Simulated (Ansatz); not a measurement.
Input and command of a calculation in Ansatz (plane waves; scalar-relativistic PAW potentials unless the input names others):

```yaml
crystal:
  lattice:
    - [0.0, 2.7167401267, 2.7167401267]
    - [2.7167401267, 0.0, 2.7167401267]
    - [2.7167401267, 2.7167401267, 0.0]
  atoms:
    - { symbol: Si, position: [0.0, 0.0, 0.0] }
    - { symbol: F, position: [0.25, 0.25, 0.25] }
    - { symbol: F, position: [0.75, 0.75, 0.75] }
basis:
  ecutwfc: 420
kpoints:
  mp_grid: { grid: [8, 8, 8] }
hamiltonian:
  xc: pbe
scf:
  occupations: { method: gaussian, width: 0.02 }
  convergence: { dr2_threshold: 1.0e-06 }
output:
  forces: true
  eigenvalues: true
  stress: true
relax:
  adjacent_minimum: "off"
  f_tol: 0.01
  max_steps: 80
  cell: { stress_tol: 0.05 }
```

```bash
ansatz run input.yaml --threads 1 --pin off --max-ram 2560MiB --backend cpu --events-out ev --progress --plain --runs-dir out
```

Abridged log:
```
Warning: scf.convergence.dr2_threshold = 1e-6 eV is looser than this run's default, which is 1e-7 eV or tighter. The error in the forces grows as the threshold's square root, so leave the key out unless less accurate forces are enough
Warning: relax.cell: scf.convergence.dr2_threshold = 1e-6 eV is looser than the 3e-10 eV advised for a relaxation that steers and ends on the stress (1e-10 eV for each atom of the cell: 3). ...
Basis set: ecut = 420 eV, 749 PW (Γ), exchange–correlation on 54×54×54 points (8 copies of the dense FFT grid, shifted against one another)
Bands: 13, of which v1, the nominal top of the filled ones, is band 9 counted from 1 (8 counted from 0)
Symmetry: 48 space group operations
k-points: 29 of 512
SCF iter   1: F=—  HF=-2251.648327 eV  |F-HF|=—  |Δ(HF+E_count)|=         —  Δρ=4.55e-3  dr2=7.09e-3  ethr=1.77e-3  ⟨swp⟩=6.6  Hψ=2320  notcnv=0
SCF iter   2: F=—  HF=-2251.648207 eV  |F-HF|=—  |Δ(HF+E_count)|=   1.20e-4  Δρ=3.82e-3  dr2=3.42e-3  ethr=3.94e-5  ⟨swp⟩=2.8  Hψ=954  notcnv=0
SCF iter   3: F=—  HF=-2251.647474 eV  |F-HF|=—  |Δ(HF+E_count)|=   7.33e-4  Δρ=6.42e-4  dr2=8.26e-5  ethr=1.90e-5  ⟨swp⟩=2.4  Hψ=689  notcnv=0
SCF iter   4: F=—  HF=-2251.647844 eV  |F-HF|=—  |Δ(HF+E_count)|=   3.70e-4  Δρ=8.04e-5  dr2=1.86e-6  ethr=4.59e-7  ⟨swp⟩=2.0  Hψ=702  notcnv=0
SCF iter   5: F=-2251.647846 eV  HF=-2251.647846 eV  |F-HF|=2.93e-8  |Δ(HF+E_count)|=   2.33e-6  Δρ=5.42e-6  dr2=9.29e-9  ethr=1.03e-8  ⟨swp⟩=2.0  Hψ=580  notcnv=0
SCF iter   6: F=-2251.647846 eV  HF=-2251.647846 eV  |F-HF|=1.86e-9  |Δ(HF+E_count)|=   3.38e-8  Δρ=9.76e-7  dr2=2.59e-10  ethr=5.16e-11  ⟨swp⟩=1.7  Hψ=1146  notcnv=0
SCF 1 converged in 6 iterations: F = -2251.647846 eV  dr2 = 2.59e-10
relax step   1: F+E_penalty+E_count = -2251.64784642 eV  Δ(F+E_penalty+E_count) = +0.000e0 eV  max|allowed force component| = 1.079e-17 eV/Å  Δτ_max = 0.0000 Å  P = +0.331 GPa  Ω = 40.103 Å³  (6 SCF iters, accepted)
Crystal: 3 atoms, lattice volume = 40.227 Å³
Initial density: handed on by an earlier stage of this run
Initial wavefunctions: those handed on with the density
SCF iter   1: F=—  HF=-2251.647525 eV  |F-HF|=—  |Δ(HF+E_count)|=         —  Δρ=1.53e-4  dr2=1.17e-5  ethr=7.49e-8  ⟨swp⟩=2.0  Hψ=2542  notcnv=0
SCF iter   2: F=—  HF=-2251.647519 eV  |F-HF|=—  |Δ(HF+E_count)|=   5.06e-6  Δρ=7.65e-5  dr2=1.89e-6  ethr=6.49e-8  ⟨swp⟩=2.0  Hψ=417  notcnv=0
SCF iter   3: F=—  HF=-2251.647520 eV  |F-HF|=—  |Δ(HF+E_count)|=   6.78e-8  Δρ=6.48e-5  dr2=1.08e-6  ethr=5.56e-9  ⟨swp⟩=5.0  Hψ=1785  notcnv=0
SCF iter   4: F=-2251.647519 eV  HF=-2251.647519 eV  |F-HF|=1.17e-8  |Δ(HF+E_count)|=   2.79e-7  Δρ=6.55e-6  dr2=1.22e-8  ethr=5.56e-9  ⟨swp⟩=5.0  Hψ=1674  notcnv=0
SCF 2 converged in 4 iterations: F = -2251.647519 eV  dr2 = 1.22e-8
relax step   2: F+E_penalty+E_count = -2251.64751928 eV  Δ(F+E_penalty+E_count) = +3.271e-4 eV  max|allowed force component| = 1.141e-16 eV/Å  Δτ_max = 0.0000 Å  P = +0.033 GPa  Ω = 40.227 Å³  energy of the carried Pulay correction = -4.686e-4 eV  (4 SCF iters, accepted)
Initial wavefunctions: pseudopotential atomic-orbital guess (no wavefunctions were taken with the density)
SCF iter   1: F=—  HF=-2251.647853 eV  |F-HF|=—  |Δ(HF+E_count)|=         —  Δρ=2.55e-5  dr2=5.10e-8  ethr=1.53e-7  ⟨swp⟩=3.1  Hψ=3388  notcnv=0
SCF iter   2: F=-2251.647852 eV  HF=-2251.647852 eV  |F-HF|=5.73e-11  |Δ(HF+E_count)|=   1.79e-6  Δρ=9.60e-6  dr2=1.91e-8  ethr=2.83e-10  ⟨swp⟩=5.1  Hψ=1538  notcnv=0
SCF 3 converged in 2 iterations: F = -2251.647852 eV  dr2 = 1.91e-8
Crystal: 3 atoms, lattice volume = 40.251 Å³
SCF iter   1: F=—  HF=-2251.647766 eV  |F-HF|=—  |Δ(HF+E_count)|=         —  Δρ=2.81e-5  dr2=4.37e-7  ethr=3.00e-9  ⟨swp⟩=2.0  Hψ=2540  notcnv=0
SCF iter   2: F=-2251.647764 eV  HF=-2251.647764 eV  |F-HF|=3.93e-9  |Δ(HF+E_count)|=   1.97e-6  Δρ=1.16e-5  dr2=7.26e-8  ethr=2.43e-9  ⟨swp⟩=3.9  Hψ=1306  notcnv=0
SCF 4 converged in 2 iterations: F = -2251.647764 eV  dr2 = 7.26e-8
relax step   4: F+E_penalty+E_count = -2251.64776405 eV  Δ(F+E_penalty+E_count) = +8.762e-5 eV  max|allowed force component| = 1.180e-16 eV/Å  Δτ_max = 0.0000 Å  P = +0.004 GPa  Ω = 40.251 Å³  energy of the carried Pulay correction = -9.225e-5 eV  (2 SCF iters, accepted)
SCF iter   1: F=—  HF=-2251.647953 eV  |F-HF|=—  |Δ(HF+E_count)|=         —  Δρ=1.47e-5  dr2=7.24e-8  ethr=1.46e-7  ⟨swp⟩=3.1  Hψ=3381  notcnv=0
SCF iter   2: F=-2251.647951 eV  HF=-2251.647951 eV  |F-HF|=4.27e-9  |Δ(HF+E_count)|=   1.86e-6  Δρ=7.68e-6  dr2=1.93e-8  ethr=4.02e-10  ⟨swp⟩=4.9  Hψ=1482  notcnv=0
SCF 5 converged in 2 iterations: F = -2251.647951 eV  dr2 = 1.93e-8
SCF converged after 2 iterations
Free energy (F): -2251.647951 eV
Harris-Foulkes:  -2251.647951 eV  (|F-HF|=4.27e-9)
Internal energy: -2251.647951 eV  (E = F + TS)
E sigma→0 (E₀):  -2251.647951 eV
Fermi energy:    5.442263 eV
--- Forces (eV/Å), atoms counted from 1 ---
  atom   1  Si     0.00000000     0.00000000     0.00000000
  atom   2  F      0.00000000     0.00000000     0.00000000
  atom   3  F      0.00000000     0.00000000     0.00000000
--- Stress (GPa, compression-positive) ---
        0.006408       0.000000       0.000000
        0.000000       0.006408       0.000000
        0.000000       0.000000       0.006408
  P = ⅓ Tr σ = 0.0064 GPa (0.064 kbar)
--- Relaxed structure (3 steps of the walk, 3 accepted, 2 SCFs on fresh bases) ---
  F+E_penalty+E_count = -2251.64795093 eV   max|allowed force component| = 1.103e-16 eV/Å   (the final SCF, on the basis selected at the relaxed cell)
  cell:  # Å, volume = 40.2514 Å³
    - [0.0, 2.72009137, 2.72009137]
    - [2.72009137, 0.0, 2.72009137]
    - [2.72009137, 2.72009137, 0.0]
  atoms:
    - { symbol: Si, position: [0.0, 0.0, 0.0] }
    - { symbol: F, position: [0.24999999, 0.24999999, 0.24999999] }
    - { symbol: F, position: [0.75, 0.75, 0.75] }
```

Apart from outputs and empty bands, the input differs from a reference run on usual settings in scf.convergence.dr2_threshold: not typed → 1e-06. The reference, at the same start, ended its own course with a relaxed volume of 13.42 Å³/atom, pressure 0.01 GPa, largest force 0.000 eV/Å, gap on the mesh 3.00 eV. This run converged in 16 SCF iterations over all its steps (reference: 23) with an energy at zero smearing within 0.01 meV/atom of the reference's, a relaxed volume of 13.42 Å³/atom, pressure 0.01 GPa, largest force 0.000 eV/Å, gap on the mesh 3.00 eV.

Time: 2.7 s on 1 thread of Intel(R) Xeon(R) 6975P-C (Granite Rapids), with other jobs on the host, peak memory 0.35 GiB.